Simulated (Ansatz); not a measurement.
**Cs3Al2F9 — quadrupolar parameters**

The cell is a structure deposited in the COD, ions relaxed with PBE at fixed cell.

```
Cs Al F
1.0
     6.25350    0.00000    0.00000
    -3.12675    5.41569    0.00000
     0.00000    0.00000   14.71930
Cs Al F
6 4 18
Cartesian
  0.0000 3.6105 11.0395
  3.1268 1.8052 3.6798
  0.0000 3.6105 6.4166
  3.1268 1.8052 13.7763
  0.0000 3.6105 0.9430
  3.1268 1.8052 8.3027
  0.0000 0.0000 2.3047
  0.0000 0.0000 9.6643
  0.0000 0.0000 5.0550
  0.0000 0.0000 12.4146
  0.0000 1.3811 3.6798
  5.0574 0.6905 11.0395
  1.9307 4.7251 3.6798
  3.1268 4.0346 11.0395
  -1.9307 4.7251 3.6798
  1.1961 0.6905 11.0395
  1.3387 0.7729 1.4677
  0.0000 1.5458 8.8274
  4.9148 0.7729 1.4677
  1.7880 4.6428 8.8274
  3.1268 3.8699 1.4677
  -1.7880 4.6428 8.8274
  3.1268 3.8699 5.8919
  1.7880 4.6428 13.2516
  4.9148 0.7729 5.8919
  0.0000 1.5458 13.2516
  1.3387 0.7729 5.8919
  -1.7880 4.6428 13.2516
```

Atom numbers follow the list; atoms alike are taken as one site, whose name carries the number of the first.

All values are calculated (Ansatz; DFT, PBE, plane waves and PAW, scalar-relativistic, 420 eV cutoff, Γ-centred 4×4×2 k-points, Fermi–Dirac smearing 0.02 eV), not measured.

C_Q = eQV_zz/h, which is 24.18 MHz for Q = 1 b and V_zz = 10²¹ V/m²; η = (V_xx − V_yy)/V_zz.

133Cs: I = 7/2, Q = -3.430 mb; ²⁷Al: I = 5/2, Q = 146.6 mb. Q values from Pyykkö, Mol. Phys. 116, 1328 (2018).

| site | atoms (order as listed) | first shell | V_xx, V_yy, V_zz (10²¹ V/m²) | η | C_Q (MHz) |
| --- | --- | --- | --- | --- | --- |
| Cs1 | 1, 2 | 12 F at 3.03–3.16 Å | 1.02, 1.02, -2.04 | 0.00 | 0.169 |
| Cs3 | 3, 4, 5, 6 | 12 F at 3.17–3.53 Å | -2.25, -2.25, 4.49 | 0.00 | -0.372 |
| Al | 7, 8, 9, 10 | 6 F at 1.76–1.95 Å | -0.42, -0.42, 0.84 | 0.00 | 2.96 |
| F11 | 11, 12, 13, 14, 15, 16 | 2 Al at 1.95 Å, angle 90°; also 2 Cs at 3.16 Å | 2.37, 4.20, -6.58 | 0.28 | – |
| F17 | 17, 18, 19, 20, 21, 22, … | 1 Al at 1.76 Å; also 4 Cs at 3.03–3.18 Å | -2.58, -4.23, 6.81 | 0.24 | – |

An axis of threefold or higher order runs through Cs1, Cs3 and Al, so V_zz lies along it and η is zero. At F11 V_zz stands upright on the plane of its two bonds (within 1°). At F17 V_zz points along its bond to Al (within 1°).

F has no stable isotope with a ground-state quadrupole moment in the table, so no C_Q is given.

Without spin–orbit coupling (the program notes it for Cs) the gradients are little affected as a rule: paired runs on crystals with a gap mostly move them by under 2 % at such atoms. The database positions were far from equilibrium, so the relaxed structure may not be the compound's real one.
